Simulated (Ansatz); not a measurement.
Ansatz 0.2.0, settings compared: ScTl₂Co₃

Input:

```yaml
crystal:
  lattice:
    - [5.887154, 0.0, 0.0]
    - [-2.943577, 5.098427, 0.0]
    - [0.0, 0.0, 3.584794]
  atoms:
    - { symbol: Sc, position: [0.0, 0.0, 0.0] }
    - { symbol: Co, position: [0.5, 0.0, 0.5] }
    - { symbol: Co, position: [0.5, 0.5, 0.5] }
    - { symbol: Co, position: [0.0, 0.5, 0.5] }
    - { symbol: Tl, position: [0.3333, 0.6667, 0.0] }
    - { symbol: Tl, position: [0.6666, 0.3333, 0.0] }
  symmetry: { tolerance: 0.0003 }
kpoints:
  mp_grid: { grid: [4, 4, 5], shift: [0, 0, 0] }
magnetization:
  spin_polarized: false
scf:
  occupations: { method: fermi_dirac, width: 0.042 }
hamiltonian:
  pseudopotentials: { kind: paw }
  xc: r2scan
basis:
  ecutwfc: 500
output:
  forces: true
  stress: true
  eigenvalues: true
  write_density: true
  write_potential: true
  elf: true
  volumetric_format: npy
relax:
  max_steps: 40
  cell: {}
```

Launch command:

```bash
ansatz run input.yaml --threads 1 --pin off --max-ram 2560MiB --backend cpu --events-out ev --progress --plain --runs-dir out
```

Origin of the cell: a known structure type with other elements, at an estimated volume, so it need not be a known compound.

Output of this run (shortened):

```
SCF iter   1: F=—  HF=-40447.453366 eV  Δρ=4.01e-2  dr2=2.26e0  dr2_τ=1.96e-1  defer=2
SCF iter   2: F=—  HF=-40447.916300 eV  Δρ=9.18e-2  dr2=8.24e0  dr2_τ=1.16e-1  defer=18  recentre
SCF iter   3: F=—  HF=-40447.503183 eV  Δρ=2.07e-2  dr2=6.21e-1  dr2_τ=3.05e-3  defer=17
SCF iter   4: F=—  HF=-40447.464522 eV  Δρ=8.56e-3  dr2=6.20e-2  dr2_τ=9.80e-4  defer=14
SCF iter   5: F=—  HF=-40447.463186 eV  Δρ=2.41e-3  dr2=8.45e-3  dr2_τ=2.48e-4  defer=14
[… 2 lines left out …]
SCF iter   8: F=—  HF=-40447.463030 eV  Δρ=3.49e-4  dr2=1.51e-4  dr2_τ=2.36e-6  defer=14
SCF iter   9: F=—  HF=-40447.463026 eV  Δρ=6.12e-5  dr2=3.54e-6  dr2_τ=4.05e-8  defer=14
SCF iter  10: F=—  HF=-40447.463036 eV  Δρ=1.18e-5  dr2=1.31e-7  dr2_τ=5.35e-9  defer=14
SCF iter  11: F=—  HF=-40447.463036 eV  Δρ=1.76e-5  dr2=2.78e-7  dr2_τ=4.22e-9
SCF iter  12: F=-40447.463036 eV  HF=-40447.463036 eV  Δρ=2.51e-6  dr2=7.28e-9  dr2_τ=1.84e-10
relax step   1: F+E_penalty+E_count = -40447.463036 eV  Δ(F+E_penalty+E_count) = +0.000e0 eV  max|allowed force component| = 1.110e-16 eV/Å  Δτ_max = 0.0000 Å  P = +2.044 GPa  Ω = 107.598 Å³ […]
relax step   2: F+E_penalty+E_count = -40448.130146 eV  Δ(F+E_penalty+E_count) = -6.671e-1 eV  max|allowed force component| = 1.110e-16 eV/Å  Δτ_max = 0.0000 Å  P = -0.693 GPa  Ω = 106.895 Å³ […]
relax step   3: F+E_penalty+E_count = -40448.668877 eV  Δ(F+E_penalty+E_count) = -5.387e-1 eV  max|allowed force component| = 6.476e-17 eV/Å  Δτ_max = 0.0000 Å  P = +1.738 GPa  Ω = 101.829 Å³ […]
relax step   4: F+E_penalty+E_count = -40448.824242 eV  Δ(F+E_penalty+E_count) = -1.554e-1 eV  max|allowed force component| = 7.401e-17 eV/Å  Δτ_max = 0.0000 Å  P = +1.597 GPa  Ω = 100.302 Å³ […]
relax step   5: F+E_penalty+E_count = -40448.829706 eV  Δ(F+E_penalty+E_count) = -5.464e-3 eV  max|allowed force component| = 1.891e-16 eV/Å  Δτ_max = 0.0000 Å  P = -0.240 GPa  Ω = 101.626 Å³ […]
relax step   6: F+E_penalty+E_count = -40448.829956 eV  Δ(F+E_penalty+E_count) = -2.501e-4 eV  max|allowed force component| = 1.449e-16 eV/Å  Δτ_max = 0.0000 Å  P = -0.008 GPa  Ω = 101.459 Å³ […]
relax step   7: F+E_penalty+E_count = -40448.832324 eV  Δ(F+E_penalty+E_count) = -2.368e-3 eV  max|allowed force component| = 1.480e-16 eV/Å  Δτ_max = 0.0000 Å  P = -0.018 GPa  Ω = 101.459 Å³  stress off target by 7.52e-2 GPa […]
relax step   8: F+E_penalty+E_count = -40448.832374 eV  Δ(F+E_penalty+E_count) = -4.988e-5 eV  max|allowed force component| = 3.670e-16 eV/Å  Δτ_max = 0.0000 Å  P = +0.002 GPa  Ω = 101.425 Å³ […]
relax step   9: F+E_penalty+E_count = -40448.832368 eV  Δ(F+E_penalty+E_count) = +5.916e-6 eV  max|allowed force component| = 3.670e-16 eV/Å  Δτ_max = 0.0000 Å  P = +0.002 GPa  Ω = 101.425 Å³  stress off target by 2.45e-3 GPa […]
SCF 9 converged in 7 iterations: F = -40448.832368 eV  dr2 = 6.94e-12
basis re-selected at this cell: Δ(F+E_penalty+E_count) = +5.916e-6 eV, ΔP = -0.000 GPa vs the last step (what re-selecting the basis moved, of the pressure what is left beyond the Pulay corre […]
SCF converged after 7 iterations
Free energy (F): -40448.832368 eV
Harris-Foulkes:  -40448.832368 eV  (|F-HF|=0.00e0)
Internal energy: -40448.768194 eV  (E = F + TS)
E sigma→0 (E₀):  -40448.800281 eV
Entropy (-TS):   -0.064174 eV (-10.696 meV/atom)
Fermi energy:    14.223804 eV
--- Per-component energies (eV) ---
  E_band       = -1018.411209
  E_kinetic    = 2302.971488
  E_local      = -13465.563458  (includes V_loc(G=0)·N_el)
  E_nonlocal   = 2103.271710
  E_hartree    = 5671.246873
  E_xc         = -1006.635624
  E_vxc        = -1140.932258  (∫ρ·V_xc dr)
  E_paw        = -25938.865458  (= ΣΔE_a)
  E_vpaw       = -2238.171063  (= ΣTr[D̂ρ^β])
  E_aug_tail   = 0.000144  (compensation charges beyond the density's cutoff)
  E_vtau       = 77.518750  (kinetic-family band-sum trace: ∫τ·v_τ [+ j·A + Jᵃ·Aᵃ] dr)
  E_ewald      = -10116.149280
  E_core_change = 0.955411  (= ΣΔE_core)
  E_smearing   = -0.064174  (= −TS)
  Σ components = -40448.832368   (vs F -40448.832368, Δ=0.00e0)
--- Forces (eV/Å), atoms counted from 1 ---
  atom   1  Sc     0.000000     0.000000     0.000000
  atom   2  Co     0.000000    -0.000000     0.000000
  atom   3  Co    -0.000000    -0.000000     0.000000
  atom   4  Co    -0.000000    -0.000000     0.000000
  atom   5  Tl    -0.000000    -0.000000     0.000000
  atom   6  Tl     0.000000     0.000000    -0.000000
  max |Σ_I F_I| component: 1.85e-17 eV/Å
--- Stress (GPa, compression-positive) ---
        0.002453      -0.000000      -0.000000
       -0.000000       0.002453      -0.000000
       -0.000000      -0.000000       0.002213
  P = ⅓ Tr σ = 0.0024 GPa (0.024 kbar)
--- Relaxed structure (7 steps of the walk, 7 accepted, 2 SCFs on fresh bases) ---
  F+E_penalty+E_count = -40448.832368 eV   max|allowed force component| = 3.670e-16 eV/Å   (the final SCF, on the basis selected at the relaxed cell)
  cell:  # Å, volume = 101.4251 Å³
    - [5.318693, 0.0, 0.0]
    - [-2.659346, 4.606123, 0.0]
    - [0.0, 0.0, 4.140045]
  atoms:
    - { symbol: Sc, position: [-5.393e-18, 0.0, 0.0] }
    - { symbol: Co, position: [0.5, 0.0, 0.500000] }
    - { symbol: Co, position: [0.5, 0.5, 0.500000] }
    - { symbol: Co, position: [0.0, 0.5, 0.500000] }
    - { symbol: Tl, position: [0.333333, 0.666667, 0.0] }
    - { symbol: Tl, position: [0.666667, 0.333333, 0.0] }
```

The same input was run again with these changes:

1. `scf.n_extra_bands` default → 16; `kpoints.mp_grid.shift` [0, 0, 0] → [0.5, 0.5, 0.5]
2. `hamiltonian.xc` r2scan → rpbe; `hamiltonian.hubbard` default → { sites: [{ species: Sc, l: d, u_eff: 3.0 }], double_counting: fll }; `scf.mixing.algorithm` default → anderson; `scf.mixing.beta` default → 0.5; `scf.mixing.ndim` default → 2
3. `kpoints.mp_grid.shift` [0, 0, 0] → [0.5, 0.5, 0.5]
4. `hamiltonian.hubbard` default → { sites: [{ species: Sc, l: d, u_eff: 3.0 }], double_counting: amf }; `accuracy` default → medium; `scf.eigensolver.kind` default → davidson

```tsv
run	end	SCF iterations	volume (Å³/atom)	max force component (eV/Å)	moment (μB)	ΔE(σ→0) (meV/atom)
base	converged	85	16.90	0.000	–	0
1	converged	114	16.89	0.000	–	-10.76
2	converged	153	18.22	0.000	–	–
3	converged	108	16.89	0.000	–	-10.76
4	converged	96	16.91	0.000	–	–
```

Energies are compared only where functional, datasets, charge and starting cell are the same.

Caveats of the base run: no spin polarisation, so a magnetic state may lie lower; no spin-orbit coupling, though heavy elements are present; the k mesh is coarse if the cell is a metal; the relaxation held the start's symmetry, so the end may be a saddle point.

Run 1: the k mesh keeps only part of the crystal's symmetry.
Run 2: forces of this functional can be a tenth off on datasets made under PBE.
Run 3: the k mesh keeps only part of the crystal's symmetry.

The base run ran for 110 s on 1 thread of Arm Neoverse V2 (shared host), peak memory 0.68 GiB, from the program's own first density.
